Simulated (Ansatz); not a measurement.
One stationary structure of TiAl₃. Calculation: PBEsol (plane waves to 420 eV, PAW, scalar-relativistic; Ansatz, a first-principles code).

```
CELL_PARAMETERS angstrom
      7.36320     0.00000     0.00000
      0.00000     7.36320     0.00000
      0.00000     0.00000     7.36320
ATOMIC_POSITIONS crystal
  Al 0.32468 0.00000 0.00000
  Al 0.67532 0.00000 0.00000
  Al 0.00000 0.32468 0.00000
  Al 0.00000 0.67532 0.00000
  Al 0.00000 0.00000 0.32468
  Al 0.00000 0.00000 0.67532
  Ti 0.50000 0.50000 0.50000
  Ti 0.00000 0.00000 0.00000
```

**Question.** Determine the symmetry and give the standard cell with its independent sites.

**Answer.** Space group Pm-3m (No. 221); a = b = c = 7.3632 Å, α = β = γ = 90.00°

| atom | site | symmetry | x | y | z |
|---|---|---|---|---|---|
| Al | 6e | 4m.m | 0.0000 | 0.0000 | 0.3247 |
| Ti | 1b | m-3m | 0.5000 | 0.5000 | 0.5000 |
| Ti | 1a | m-3m | 0.0000 | 0.0000 | 0.0000 |

**Question.** Give the shortest distances between elements (the closest pairs, up to four, under 3.6 Å).

**Answer.** Al–Ti 2.39 Å; Al–Al 2.58 Å.

```yaml
volume_per_atom: 49.90 Å³
band_gap: zero, with touching bands (no spin-orbit coupling)
```

No spin polarisation in the result. A magnetic state may lie lower.

The run could not lose the symmetry of its start.

The first start was generated by a random draw of sites in a space group. Materials Project lists a structure of TiAl3 in the same space group, Pm-3m (No. 221); the sites were not compared with it, nor with measured phases. Known forms of TiAl3 include space group No. 139.
